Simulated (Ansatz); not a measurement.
BP in space group P6_422 (No. 181; B on 3c, P on 3d) under volume change, PBE (plane waves, PAW; program Ansatz), shape and atoms relaxed at each volume.

```csv
V (Å³/atom),E − E(relaxed) (meV/atom),P (GPa)
9.877,55.1,19.51
10.203,23.3,12.03
10.529,5.5,5.58
10.854,0.0,0.02
11.180,4.9,-4.76
11.506,18.9,-8.89
11.831,40.7,-12.43
```

**Question.** What does a third-order Birch–Murnaghan fit give for V₀, B₀ and B′?

**Answer.** V₀ = 10.86 Å³/atom, B₀ = 171 GPa, B′ = 4.0.

The start of the workflow was typed in or built on a structure type; neither database checked (COD, Materials Project) lists it. It is not the phase usual at ambient conditions (space group No. 216). The PBE relaxation kept the symmetry of its start; its stability against distortions is not shown here.

Potentials: the later of the program's two PAW sets.
